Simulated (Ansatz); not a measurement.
I (molecular I2 type), relaxed and computed with several functionals in Ansatz (plane waves, PAW).

```json
[
 {"functional": "r²SCAN", "a (Å)": "7.742", "c (Å)": "9.854", "V (Å³/atom)": "44.21", "gap (eV)": "1.23", "B₀ by P(V) fit (GPa)": "7.4", "K_Hill (GPa)": "9.3", "G_Hill (GPa)": "6.2", "Θ_D (K)": "106"},
 {"functional": "PBEsol", "a (Å)": "7.506", "c (Å)": "9.624", "V (Å³/atom)": "39.66", "gap (eV)": "0.79", "B₀ by P(V) fit (GPa)": "8.5", "K_Hill (GPa)": "12.8", "G_Hill (GPa)": "9.1", "Θ_D (K)": "126"},
 {"functional": "LDA", "a (Å)": "___", "c (Å)": "___", "V (Å³/atom)": "___", "gap (eV)": "___", "B₀ by P(V) fit (GPa)": "___", "K_Hill (GPa)": "___", "G_Hill (GPa)": "___", "Θ_D (K)": "___"}
]
```

Task: Some entries are withheld; supply them.

Result: 
- LDA, a (Å): 7.151
- LDA, c (Å): 9.528
- LDA, V (Å³/atom): 36.82
- LDA, gap (eV): 0.68
- LDA, B₀ by P(V) fit (GPa): 15.2
- LDA, K_Hill (GPa): 19.4
- LDA, G_Hill (GPa): 12.6
- LDA, Θ_D (K): 147

Weakly bound layers, chains or molecules computed without a dispersion correction, so cells and soft constants are ill determined: I, molecular I2 type with r²SCAN; I, molecular I2 type with PBEsol; I, molecular I2 type with LDA. All cells were relaxed under the symmetry of their starts (and spin orders); stability against distortions was not tested throughout. Scalar-relativistic: spin–orbit coupling is off unless named, which matters more the heavier the elements.

Potentials: the later of the program's two PAW sets.

Ansatz (a program for electronic structure) is a plane-wave DFT program.
